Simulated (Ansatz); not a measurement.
This cell of GaAs (zinc blende) is off equilibrium:

```yaml
crystal:
  lattice:
    - [0.00000, 2.82951, 2.82951]
    - [2.82951, 0.00000, 2.82951]
    - [2.82951, 2.82951, 0.00000]
  atoms:
    - { symbol: As, position: [0.75000, 0.75000, 0.75000] }
    - { symbol: Ga, position: [0.05231, 0.05231, 0.94769] }
```

Computed with PBEsol (plane waves to 420 eV, PAW, scalar-relativistic; Ansatz, a program for electronic structure). k mesh 8×8×8 (Γ-centred), Fermi-Dirac smearing 0.05 eV. E stands for the smeared free energy. Stress and pressure are positive under compression. As the smearing reaches across the gap at some points, energies and forces of such displacements shift with the k mesh and the smearing. GaAs was relaxed with its symmetry unable to fall.

Predict the force on every atom, in eV/Å.


| atom | Fx | Fy | Fz |
|---|---|---|---|
| As1 | 0.000 | 0.000 | 2.512 |
| Ga2 | 0.000 | 0.000 | -2.512 |

Give the stress tensor in GPa and the pressure.


```
    3.5     -7.8      0.0
   -7.8      3.5      0.0
    0.0      0.0      0.5
```
The pressure, a third of the trace, is 2.5 GPa.

In it atom 2 sits (0.000, 0.000, 0.296) Å away from its relaxed site. What is its energy relative to the relaxed cell?

386 meV/cell.

(A displaced cell: forces are minus the slopes of the energy, force constants its curvatures, and phonons follow from these.)
